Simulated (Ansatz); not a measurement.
Hf (hcp, Mg type)

```yaml
crystal:
  lattice:
    - [3.15898, 0.00000, 0.00000]
    - [-1.57949, 2.73576, 0.00000]
    - [0.00000, 0.00000, 4.99983]
  atoms:
    - { symbol: Hf, position: [0.33333, 0.66667, 0.75000] }
    - { symbol: Hf, position: [0.66667, 0.33333, 0.25000] }
```

The relaxed cell is deformed in two ways at once: its volume V is scaled, and at that volume it is stretched along z (the c axis of the conventional cell) so that c/a changes. Fractional atomic positions are held.

Calculation: PBEsol (plane waves to 420 eV, PAW, scalar-relativistic; Ansatz, a program for electronic structure). k mesh 17×17×9 (Γ-centred), Fermi-Dirac smearing 0.05 eV. Stress and pressure are positive under compression. With partly filled bands, the response to shear is sensitive to the k mesh, so small differences along c/a are uncertain. Hf is run without spin polarisation. Hf was relaxed with its symmetry unable to fall. Spin-orbit coupling is left out, though Hf is heavy. The PAW data are Ansatz's earlier set.

At one point of the scan the stress tensor (GPa) is:

```
    3.1      0.0      0.0
    0.0      3.1      0.0
    0.0      0.0     -1.8
```

### Question
Which point is it?
A. V/V₀ = 0.973, (c/a)/(c/a)₀ = 1.120
B. V/V₀ = 1.040, (c/a)/(c/a)₀ = 1.120
C. V/V₀ = 0.973, (c/a)/(c/a)₀ = 1.040
D. V/V₀ = 0.987, (c/a)/(c/a)₀ = 1.040

### Answer
D, V/V₀ = 0.987, (c/a)/(c/a)₀ = 1.040

(A scan under strain: stresses follow from slopes of the energy per volume, elastic moduli from its curvatures.)
